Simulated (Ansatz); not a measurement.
Data sheet: LaAl₂Ge₂ (DFT)

LaAl₂Ge₂:
```cif
data_Al2Ge2La
_chemical_formula_sum 'La1 Al2 Ge2'
_space_group_name_H-M_alt 'P 1'
_space_group_IT_number 1
_cell_length_a 4.29505
_cell_length_b 4.29505
_cell_length_c 7.04760
_cell_angle_alpha 90.000
_cell_angle_beta 90.000
_cell_angle_gamma 120.000
loop_
_space_group_symop_operation_xyz
  'x, y, z'
loop_
_atom_site_label
_atom_site_type_symbol
_atom_site_fract_x
_atom_site_fract_y
_atom_site_fract_z
_atom_site_occupancy
La1 La 0.00000 0.00000 0.00000 1
Al1 Al 0.66667 0.33333 0.36423 1
Al2 Al 0.33333 0.66667 0.63577 1
Ge1 Ge 0.66667 0.33333 0.72728 1
Ge2 Ge 0.33333 0.66667 0.27272 1
```

Space group P-3m1 (No. 164); conventional cell a = b = 4.295 Å, c = 7.048 Å, α = β = 90.00°, γ = 120.00°.

Method: r²SCAN in the plane-wave PAW code Ansatz. Structure relaxed to zero pressure with the same functional. Other levels are named where they apply.

### Cell and energy

- Volume per atom: 22.52 Å³
- Density: 4.99 g/cm³
- Formation energy from the elements (no fitted shifts): -0.55 eV/atom

### Electronic structure

Electronic character: metallic (no gap)
Density of states at the Fermi level: 0.36 states/eV per atom (mean over ±0.08 eV)

The workflow started from a Materials Project entry (that database holds measured and hypothetical structures alike); the Crystallography Open Database files this formula in space group No. 164, but the cells were not matched. Whether it is the stable phase at ambient conditions was not checked. The r²SCAN relaxation kept the symmetry of its start; whether a distortion lowers the energy is not shown. The references are the lowest solids computed at this level, not always the standard phases. Spin–orbit coupling is left out wherever it is not named.

Potentials: the later of the program's two PAW sets.
